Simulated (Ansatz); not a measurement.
MgBr2:
```yaml
crystal:
  lattice:
    - [3.83557, 0.00000, 0.00000]
    - [-1.91778, 3.32170, 0.00000]
    - [0.00000, 0.00000, 6.34222]
  atoms:
    - { symbol: Mg, position: [0.00000, 0.00000, 0.00000] }
    - { symbol: Br, position: [0.33333, 0.66667, 0.23611] }
    - { symbol: Br, position: [0.66667, 0.33333, 0.76389] }
```

The program Ansatz at the r²SCAN+D4 level (PAW) gives a gap of 5.22 eV without spin–orbit coupling, maximum at Γ, minimum at Γ.

Q: What happens when spin–orbit coupling is switched on?

A: The gap falls by 0.13 eV, to 5.09 eV; maximum at Γ, minimum at Γ.

Q: Give the electron effective mass with spin–orbit coupling.

A: 0.28, 0.28, 0.35 mₑ (principal values).

Q: Give the hole effective mass with spin–orbit coupling.

A: 0.43, 2.2, 2.2 mₑ (principal values).

Space group P-3m1 (CdI2 type). The first step of the workflow began from a Materials Project structure, measured or hypothetical; the Crystallography Open Database files this formula in space group No. 164, but the cells were not matched. Its standing as an ambient phase is unchecked. The cell was relaxed with r²SCAN+D4 under the symmetry of its start; its stability against distortions is not shown here.

Potentials: the later of the program's two PAW sets.
